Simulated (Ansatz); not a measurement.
**YSe2 (fluorite structure)**

Method: PBE, scalar-relativistic; no spin polarisation; PAW, 420 eV, Γ-centred 8×8×8 mesh, 0.05 eV Gaussian smearing; code Ansatz; PAW files: Ansatz's generated set soft_2.

```cif
data_structure
_symmetry_space_group_name_H-M 'P 1'
_symmetry_Int_Tables_number 1
_cell_length_a 4.8499
_cell_length_b 4.8499
_cell_length_c 4.8499
_cell_angle_alpha 60.000
_cell_angle_beta 60.000
_cell_angle_gamma 60.000
_cell_volume 80.67
loop_
_atom_site_label
_atom_site_type_symbol
_atom_site_fract_x
_atom_site_fract_y
_atom_site_fract_z
_atom_site_occupancy
Y1 Y 0.00000 0.00000 0.00000 1
Se1 Se 0.25000 0.25000 0.25000 1
Se2 Se 0.75000 0.75000 0.75000 1
```

The cell came from substitution into a structure type; whether the compound takes it is for experiment to say.

The cell is relaxed to zero pressure at this level.

Path: Γ–X–U | K–Γ–L–W–X, with Γ = (0.000, 0.000, 0.000), X = (0.500, 0.000, 0.500), U = (0.625, 0.250, 0.625), K = (0.375, 0.375, 0.750), L = (0.500, 0.500, 0.500), W = (0.500, 0.250, 0.750) in reciprocal vectors of the calculation's cell.

Problem. Is it a metal or an insulator, and if it has a gap, where are the band edges on this path?

Solution. A metal: bands cross the Fermi level.

Bands as a text map, energy in eV from the Fermi level (dashes), each leg drawn with the same width:
```
  2.86 |  ***         ****** *    *  ******      *      
  2.57 | ** *       **      ***  *                **    
  2.29 |**   **  ***          ***                   **  
  2.00 |       **                                     **
  1.71 |                                                
  1.43 |                                                
  1.14 |       ****                                 ****
  0.86 |           *****                      ******    
  0.57 |      *         *                    *          
  0.29 |***              * *****            *           
  0.00 |---**-------------*---*-**----------------------
 -0.29 | *   *********       *   **        *************
 -0.57 |          *** ***    *    **       *        *   
 -0.86 |             *** *  *             *        *    
 -1.14 |  * *           *   *      ***   *        *     
 -1.43 |                  **        * *****      *      
 -1.71 |                 *           ****  ******       
 -2.00 |   *              **         *      *   *       
 -2.29 |   *             **         * ******     **     
 -2.57 |  *           *** ***      * *****         *    
 -2.86 |      ********   *  *     ***    **         ****
 -3.14 |******       ****   *******       *        **   
 -3.43 |                  **               ***   **     
 -3.71 |     *           *                  *****       
 -4.00 |              ***                     ****      
 -4.29 |      ********                            ******
 -4.57 |                                                
 -4.86 |                                                
        Γ      X      UK       Γ       L       W       X
```

With 43 valence electrons in the calculation's cell and no magnetic order, the bands, two electrons each, can't all be full or empty: band theory demands a metal. (Only strong correlation, outside this picture, could make a Mott insulator of it.) A formal count (Y³⁺, Se²⁻) falls 1 electron a formula unit short of closing the anions' shells, so the anion bands keep holes, which fits the metal found.

Cost: 13 s on 2 threads of Arm Neoverse V2 (shared host), peak memory 0.42 GiB.

Spin polarisation wasn't tried. A displaced or strained copy of the relaxed cell lay 2.8 meV/atom lower, so the structure isn't a true minimum at this level, unless the mesh, which matters in a metal, makes it so.
